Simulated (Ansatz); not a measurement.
The end of the path is a generated cell of F2: the first start was made by placing the elements on the sites of a structure type, and the end was not matched to a known phase here, so it may be hypothetical.

A geometry of F$_{2}$ away from equilibrium: the start of the relaxation of a generated trial cell of F2 in the AFLOW prototype A_hR2_166_c. Computed with PBEsol (plane waves to 420 eV, PAW, scalar-relativistic; Ansatz, an electronic-structure program). Γ-centred k-mesh 7×7×7 on the run's cell (coarser than for final values), Fermi–Dirac smearing 0.05 eV.

```xyz
2
Lattice="1.8825 1.0869 4.3045 -1.8825 1.0869 4.3045 0.0000 -2.1737 4.3045" Properties=species:S:1:pos:R:3 pbc="T T T"
F      0.0000     0.0000     0.7012
F      0.0000     0.0000    12.2123
```

Q: Which atoms carry the largest force, and which way does it point?

A: 0.16 eV/Å, on F1, F2 (atoms numbered as listed); on F1 its components are (0.00, 0.00, -0.16).

Q: What is the pressure?

A: -0.3 GPa, compression positive.

No spin polarisation in the result. Without a van der Waals term the distances between weakly bound units are poorly fixed.

The run could not lose the symmetry of its start, so the end can be a saddle point.
